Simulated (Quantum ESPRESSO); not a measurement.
Inputs of pw.x and gipaw.x (a modified build of Quantum ESPRESSO, PBE) for KF; the starting potential comes from an earlier run on another mesh:

```
&CONTROL
  calculation = 'scf'
  prefix = 'x'
  pseudo_dir = './pseudo'
  outdir = './out'
  tprnfor = .true.
/
&SYSTEM
  ibrav = 0
  nat = 2
  ntyp = 2
  ecutwfc = 45
  ecutrho = 180
  occupations = 'fixed'
  nbnd = 8
/
&ELECTRONS
  conv_thr = 1e-11
  startingpot = 'file'
/
ATOMIC_SPECIES
K 39.098 K.GGA_PBE-JTH.UPF
F 18.998 F.GGA_PBE-JTH.UPF
CELL_PARAMETERS angstrom
    0.000000000000     2.673500000000     2.673500000000
    2.673500000000     0.000000000000     2.673500000000
    2.673500000000     2.673500000000     0.000000000000
ATOMIC_POSITIONS crystal
K      0.000000000000     0.000000000000     0.000000000000
F      0.500000000000     0.500000000000     0.500000000000
K_POINTS automatic
5 5 5 1 1 1
```

```
&INPUTGIPAW
  job = 'nmr'
  prefix = 'x'
  tmp_dir = './out/'
  restart_mode = 'from_scratch'
  pawproj(1) = .true.
  pawproj(2) = .true.
  use_nmr_macroscopic_shape = .false.
/
```

The cell was made here from an entry of the Crystallography Open Database (unchecked): atoms relaxed with PBE in the measured cell (PBE without dispersion, pw.x of Quantum ESPRESSO, symmetry kept).  Stability against distortions was not tested.

Task: Give the final section of the GIPAW output.

Result: 
```
     Total NMR chemical shifts in ppm: ---------------------------------------
     (adopting the Simpson convention for anisotropy and asymmetry)-----------

     Atom  1  K   pos: (  0.000000  0.000000  0.000000)  Total sigma:        1172.20
          1172.2012         -0.0000          0.0000
             0.0000       1172.2012         -0.0000
             0.0000         -0.0000       1172.2012

     K       1    anisotropy:     -0.00    eta:    0.0000
     K       1    sigma_11=   1172.20
     K       1    sigma_22=   1172.20
     K       1    sigma_33=   1172.20

     Atom  2  F   pos: (  0.707107  0.707107  0.707107)  Total sigma:         258.39
           258.3851          0.0000         -0.0000
            -0.0000        258.3851         -0.0000
            -0.0000         -0.0000        258.3851

     F       2    anisotropy:      0.00    eta:    0.0000
     F       2    sigma_11=    258.39
     F       2    sigma_22=    258.39
     F       2    sigma_33=    258.39
```
The printed anisotropy is 3/2 (σ_33 − σ_iso) in the program's own order; the axes are left out here. All sites are cubic, so the anisotropy vanishes by symmetry. Shieldings are absolute and leave out the bulk-susceptibility term; a larger σ means a smaller chemical shift. By our sweeps, such settings leave a few ppm in absolute σ. Static lattice: thermal averaging is not included.
